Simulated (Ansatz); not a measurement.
NaAg₂:
```xyz
6
Lattice="0.0000 3.9598 3.9598 3.9598 0.0000 3.9598 3.9598 3.9598 0.0000" Properties=species:S:1:pos:R:3 pbc="T T T"
Na     5.9397     5.9397     5.9397
Na     3.9598     3.9598     3.9598
Ag     2.9698     0.9899     2.9698
Ag     0.9899     0.9899     0.9899
Ag     0.9899     2.9698     2.9698
Ag     2.9698     2.9698     0.9899
```

Relaxed with r²SCAN. Special points in fractions of this cell's reciprocal vectors: Γ (0.000, 0.000, 0.000); X (0.500, 0.000, 0.500); U (0.625, 0.250, 0.625); K (0.375, 0.375, 0.750); L (0.500, 0.500, 0.500); W (0.500, 0.250, 0.750).

### Question
List the band energies nearest the Fermi level at these points for r²SCAN in the plane-wave PAW code Ansatz.

### Answer
In eV from the Fermi level; about four levels below and three above (degenerate sets whole), none deeper than 8.9 eV; points with the same levels are listed once.

```csv
k,below,above
Γ,-3.96 -3.96 -3.96 -3.03 -3.03 -3.03,0.64 1.27 1.27 1.27
X,-4.04 -4.04 -3.56 -3.56,0.16 0.16 0.63 0.63
U,-3.71 -3.39 -3.13 -1.61,0.44 0.84 3.29
L,-4.00 -4.00 -3.72 -3.03,0.76 1.77 1.77
W,-3.08 -3.08 -1.25 -1.25,3.14 3.14 4.22 4.22
```

Space group Fd-3m (cubic Laves (MgCu2 type)). The first step of the workflow began from a Materials Project structure, measured or hypothetical; the Crystallography Open Database files this formula in space group No. 227, but the cells were not matched. Its standing as an ambient phase is unchecked. The cell was relaxed with r²SCAN under the symmetry of its start; its stability against distortions is not shown here. No spin polarisation was allowed. Spin–orbit coupling is left out wherever it is not named.

Potentials: the later of the program's two PAW sets.
